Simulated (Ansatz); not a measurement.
Values for one crystal, relaxed and computed with plane-wave PAW LDA (Ansatz code); other levels are named.

```yaml
volume_per_atom: 13.84 Å³
electronic_character: metallic (no gap)
Elastic constants (relaxed ions, GPa): C11 = 672, C12 = 272, C44 = 293
Pressure derivative B′: 5.0
Bulk modulus (Birch–Murnaghan fit): 405 GPa
Young's modulus: 625 GPa
debye_temperature_from_the_elastic_constants: 454 K
```

Task: Pick the material that matches.
A. Pm, dhcp (α-La type)
B. Tl, hcp (Mg type)
C. Sr, fcc (Cu type)
D. Ir, fcc (Cu type)

Result: D, Ir, fcc (Cu type)

Space group Fm-3m (fcc (Cu type)). Symmetry was held in the LDA relaxation. The run is not spin-polarised. As this level gives no gap, shear constants depend on the k-mesh and smearing (Fermi–Dirac, 0.1 eV here). Spin–orbit coupling is left out wherever it is not named.

Potentials: the later of the program's two PAW sets.
